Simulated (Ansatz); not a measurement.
IrO$_{2}$:
Space group P4₂/mnm (No. 136); a = b = 4.528 Å, c = 3.181 Å, α = β = γ = 90.00°

```
atom  site  symmetry       x       y       z
----  ----  --------  ------  ------  ------
Ir      2a      m.mm  0.0000  0.0000  0.0000
O       4f      m.2m  0.3086  0.3086  0.0000
```

Relaxed with PBE.

Q: Decompose the optical modes at the zone centre into irreducible representations, and say which are infrared and Raman allowed.

A: Point group 4/mmm: Γ_opt = A1g + A2g + A2u + B1g + 2B1u + B2g + Eg + 3Eu. Infrared: A2u, Eu. Raman: A1g, B1g, B2g, Eg.

Q: Assign frequencies (DFPT, the program Ansatz at the PBE level (PAW)).

A: B1u 175, B1g 175, Eu 227, Eu 362, A2g 364, Eg 539, A2u 665, B1u 684, B2g 699, A1g 706, Eu 710 cm⁻¹.

Subscripts of B labels follow the axes of the standard setting.

Space group P4_2/mnm (rutile). The PBE relaxation kept the symmetry of its start; of distortions, only those at the zone centre were tested. The run is not spin-polarised. As this level gives no gap, phonon frequencies hold no LO–TO term and depend on the k-mesh and smearing (Fermi–Dirac, 0.1 eV here). Spin–orbit coupling is left out wherever it is not named.

Potentials: the later of the program's two PAW sets.
